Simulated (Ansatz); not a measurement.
The elements of this relaxed trial crystal are hidden behind letters.

```
lattice vectors (Å)
   3.4222    0.0000    0.0000
   0.0000    3.4222    0.0000
   0.0000    0.0000    9.2268
fractional positions
X 0.0000 0.0000 0.2500
X 0.0000 0.0000 0.7500
X 0.0000 0.5000 0.5000
X 0.5000 0.0000 0.0000
Z 0.5000 0.5000 0.0000
Z 0.5000 0.5000 0.5000
```

Theory: Ansatz, DFT PBE, scalar-relativistic, plane waves, PAW. Cutoff 420 eV, Γ-centred 12×12×4 mesh (6-atom cell), Gaussian smearing of 0.10 eV, no spin polarisation.

- Space group: P4_2/mmc (No. 131)
- Conventional cell: a = 3.422 Å, c = 9.227 Å
- Volume per atom: 18.01 Å³
- Density: 2.15 g/cm³
- Formation energy: −0.66 eV/atom
- Gap on the 12×12×4 mesh of the 6-atom cell: 0 eV (a metal)

Energies are uncorrected and count from the elements' standard states at the same level.

Q: X is a p-block element of period 3 and Z is a p-block element of period 2. Which elements are they?

A: X = Al, Z = O, so the formula is Al2O. Density times volume gives a mean mass of 2.15 × 18.01/1.6605 = 23.3 u per atom, and this set has 23.3 u. Around Al on a site of symmetry -4m2 lie 4 Al at 2.87 Å, 8 O at 3.34 Å and 4 Al at 3.42 Å; Al on a site of symmetry mmm has 2 O at 1.71 Å and 4 Al at 2.87 Å; O is surrounded by 2 Al at 1.71 Å and 8 Al at 3.34 Å. Other sets within the hints have nearly the same mass, so mass alone doesn't settle it; this one was computed.

Symmetry constrained the relaxation, so the result can be a saddle point. Another cell of Al2O relaxed alike, in P4/mmm, lies 0.37 eV/atom lower, so this cell isn't the stable form at this level.
